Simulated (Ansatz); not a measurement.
Starting cell, ZnSe (zinc blende):

```xyz
4
Lattice="0.0000 5.7330 5.7330 2.8665 2.8665 5.7330 2.8665 2.8665 0.0000" Properties=species:S:1:pos:R:3 pbc="T T T"
Se     4.2998     4.2998     4.2998
Se     4.2998     7.1663     7.1663
Zn     0.0000     0.0000     0.0000
Zn     2.8665     5.7330     2.8665
```

The atoms are displaced by Q × the pattern below (from a DFPT mode at X = (0.5, 0.5, 0.0), largest move 1; Q in Å), at fixed cell. It is one choice among 2 degenerate patterns. (q is in reciprocal vectors of the primitive cell; the cell shown is doubled to hold the pattern.)

```
atom       x       y      z
----  ------  ------  -----
Se1    0.690   0.000  0.000
Se2   -0.690   0.000  0.000
Zn3    0.000   1.000  0.000
Zn4    0.000  -1.000  0.000
```

Computed with PBE (plane waves to 420 eV, PAW, scalar-relativistic; Ansatz, a quantum-chemistry and plane-wave program). k mesh 10×10×10 (Γ-centred), Fermi-Dirac smearing 0.05 eV. The energy includes the smearing's −TS. ZnSe was relaxed with its symmetry unable to fall. The zero of ΔE is the undisplaced structure.

```tsv
Q (Å)	ΔE (meV/cell)
-0.2800	139.6
-0.2333	withheld
-0.1867	61.8
-0.1400	34.7
-0.0933	15.4
-0.0467	3.8
0.0000	0.0
0.0467	3.8
0.0933	15.4
0.1400	34.7
0.1867	61.8
0.2333	withheld
0.2800	139.6
```

**Question.** Fit an even polynomial form (powers 2, 4) to the given rows and predict ΔE at Q = -0.2333.

**Answer.** Least squares on the 11 given rows: ΔE = (1767)·Q² + (176.3)·Q⁴, in meV/cell with Q in Å; root-mean-square residual 0.02 meV/cell. At -0.2333 the fit gives 96.7 meV/cell; the calculation gives 96.7 meV/cell, the same to the digits shown. The quadratic term alone would give 96.2 meV/cell.

(For displaced atoms, the force is minus the slope of the energy, and its curvature is a force constant, which sets phonon frequencies.)
